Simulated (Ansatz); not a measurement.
Here is an unrelaxed guess for Ge3S.

```
Ge S
1.0
    -2.74687    2.74687    2.74687
     2.74687   -2.74687    2.74687
     2.74687    2.74687   -2.74687
Ge S
3 1
Direct
  0.00000 0.50000 0.50000
  0.50000 0.00000 0.50000
  0.50000 0.50000 0.00000
  0.00000 0.00000 0.00000
```

All numbers below come from Ansatz, DFT PBE, scalar-relativistic, plane waves, PAW. Plane waves to 420 eV, a k mesh through Γ of 4×4×4 on the computed 4-atom cell and Gaussian smearing (0.10 eV); no spin polarisation.

The zero of energy is the elements' standard structures at the same level; no fitted shifts are applied.

Q: How far from equilibrium is it?

A: The pressure is -3.7 GPa (it wants to contract), the largest force is 0.00 eV/Å (symmetry fixes the atoms), and the energy is +0.05 eV/atom against the elements. The shortest distance is 2.75 Å.

Q: Is it a good guess?

A: A good one: relaxing gains under 0.1 eV/atom (the start's value is from the coarse mesh, so the gain is rough) in 7 ionic steps and ends at +0.04 eV/atom on the finer mesh. The symmetry stays Im-3m (No. 229). The volume per atom shrinks by 6.7 %, from 20.7 to 19.3 Å³. The shortest distance goes from 2.75 Å (Ge–S and Ge–Ge) to 2.68 Å (Ge–S and Ge–Ge). Conventional cell: a = 5.368 Å. Ge has 2 S at 2.68 Å and 4 Ge at 2.68 Å; S is surrounded by 6 Ge at 2.68 Å.

The last run used a 12×12×12 mesh for its 4-atom cell and Gaussian smearing of 0.10 eV. The reference form of S is held partly by dispersion forces, which this level lacks. The relaxation can't lower the symmetry of the start, and the grade says only how near the guess is to its own end. Symmetry constrained the relaxation, so the result can be a saddle point.
